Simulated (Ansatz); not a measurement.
YAl$_{2}$ (cubic Laves (MgCu2 type), Fd-3m) under volume change, the program Ansatz at the LDA level (PAW), scaled uniformly.

```
V (Å³/atom)  E − E(relaxed) (meV/atom)  P (GPa)
-----------  -------------------------  -------
17.563                            50.2    10.02
18.142                            21.2     6.17
18.721                             5.0     2.85
19.300                             0.0    -0.01
19.879                             4.6    -2.47
20.458                            17.4    -4.59
21.037                            37.4    -6.41
```

**Question.** What does a third-order Birch–Murnaghan fit give for V₀, B₀ and B′?

**Answer.** V₀ = 19.30 Å³/atom, B₀ = 88.2 GPa, B′ = 4.0.

The workflow started from a Materials Project entry (that database holds measured and hypothetical structures alike); the Crystallography Open Database copy checked does not list it. Whether it is the stable phase at ambient conditions was not checked. The LDA relaxation kept the symmetry of its start; its stability against distortions is not shown here. No spin polarisation was allowed.

Potentials: the later of the program's two PAW sets.
